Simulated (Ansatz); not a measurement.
## From the elastic tensor of Cu₃Pd to moduli and sound speeds

Method: Ansatz, DFT LDA, scalar-relativistic, plane waves, PAW. Cutoff 420 eV, 12×12×12 k-points (Γ-centred), Fermi-Dirac smearing of 0.15 eV. No spin polarisation.

Symmetry: Pm-3m, No. 221, cubic system. Conventional cell: a = 3.613 Å, b = 3.613 Å, c = 3.613 Å, α = 90.00°, β = 90.00°, γ = 90.00°. Around Cu (site symmetry 4/mmm) lie 8 Cu at 2.55 Å and 4 Pd at 2.55 Å. Pd (site symmetry m-3m) is surrounded by 12 Cu at 2.55 Å.

In a metal, frequencies and elastic constants depend on the k mesh and the smearing, soft modes and shear constants most.

Relaxed-ion constants (GPa, on the Cartesian axes of the calculation):
```
244.8 174.7 174.7   0.0   0.0   0.0
174.7 244.8 174.7   0.0   0.0   0.0
174.7 174.7 244.8   0.0   0.0   0.0
  0.0   0.0   0.0  96.5   0.0   0.0
  0.0   0.0   0.0   0.0  96.5   0.0
  0.0   0.0   0.0   0.0   0.0  96.5
```

Density 10.461 g/cm³; 4 atoms in 47.15 Å³.

The values that follow are for a polycrystal of randomly turned grains, by Hill's mean where one number stands. In a crystal this anisotropic the Voigt and Reuss bounds lie far apart, so Hill's mean and the sound speeds and Debye temperature from it are rough.

| Quantity | Value |
| --- | --- |
| Bulk modulus, Voigt / Reuss / Hill | 198.1 / 198.1 / 198.1 GPa |
| Shear modulus, Voigt / Reuss / Hill | 72.0 / 56.7 / 64.3 GPa |
| Young's modulus | 174 GPa |
| Poisson ratio | 0.353 |
| Pugh ratio B/G | 3.08 (over 1.75, the rule of thumb for ductile) |
| Universal anisotropy index | 1.34 |
| Longitudinal and transverse sound speeds | 5209 and 2480 m/s |
| Debye temperature from the mean sound speed | 365 K |

Cost: 1 run of about 4.2 core-minutes, on Intel Xeon Platinum 8488C (Sapphire Rapids) (shared hosts).